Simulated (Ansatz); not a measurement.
PtS2 (CdI2 type)

```
PtS2
1.0
    3.55931     0.00000     0.00000
   -1.77966     3.08245     0.00000
    0.00000     0.00000     4.38472
Pt S
1 2
Cartesian
  0.00000   0.00000   0.00000
  1.77966   1.02748   1.18905
  0.00000   2.05497   3.19568
```

The slice is a (1 -1 0 0) plane (indices of the conventional cell) through the point (0.333, 0.667, 0.729) (fractional), spanned by u = [110] and v = [001] in vectors of this cell: u (3.56 Å) and v (4.38 Å, at 90° to u). It covers one period; positions are fractions (u, v).

Calculation: PBEsol-D3(BJ) (plane waves to 420 eV, PAW, scalar-relativistic; Ansatz, a program for electronic structure). k mesh 15×15×11. Near the nuclei the fields are pseudised (PAW); where an atom keeps semicore shells as valence, they peak there. PtS2 is run without spin polarisation. PtS2 was relaxed with its symmetry unable to fall. Spin-orbit coupling is left out, though Pt is heavy.

Three fields on this plane, each scaled to ten steps between its own extremes (0 low, 9 high; the total valence density on a logarithmic scale, the potential cut 8 eV below its top; x marks points blanked near nuclei; v = 0 in the bottom row):

Map A
```
|xxxxx3789873xxxx|
|xxxxx5899985xxxx|
|xxxx378999873xxx|
|xxx36899999863xx|
|4457888888888754|
|8888887666788888|
|9999875444578999|
|9999764212467999|
|9998752000257899|
|9998742000247899|
|9998641000146899|
|9987630000036789|
|8887520000025788|
|6666420000024666|
|1234410000014432|
|xxx13200000231xx|
|xxxx022000220xxx|
|xxxxx2443442xxxx|
|xxxxx2566652xxxx|
|xxxxx2678762xxxx|
```

Map B
```
|xxxxx6432346xxxx|
|xxxxx6322236xxxx|
|xxxx753212357xxx|
|xxx75432223457xx|
|7765433333334567|
|4443344555443344|
|2222345666543222|
|0112456787654211|
|0012467888764210|
|0013468999864310|
|0013578999875310|
|1124578999875421|
|2334578999875433|
|4455678999876554|
|7766778999877667|
|xxx87788988778xx|
|xxxx877787778xxx|
|xxxxx7666667xxxx|
|xxxxx7655567xxxx|
|xxxxx7543457xxxx|
```

Map C
```
|xxxxx6310136xxxx|
|xxxxx5200025xxxx|
|xxxx731000137xxx|
|xxx84100100148xx|
|9984211232112489|
|6531113565311135|
|1100135777531001|
|0000246888642000|
|0001257888752100|
|0001357888753100|
|0001245676542100|
|0001234444432100|
|0011223333322110|
|2222222333222222|
|5543222333222345|
|xxx64323332346xx|
|xxxx743333347xxx|
|xxxxx5322235xxxx|
|xxxxx6322236xxxx|
|xxxxx7311137xxxx|
```

Assign the maps to these fields: electron localisation function (ELF); valence electron density; electrostatic potential energy of an electron, from the cell's mean.

A is the electrostatic potential energy of an electron, from the cell's mean; B is the valence electron density; C is the electron localisation function (ELF).
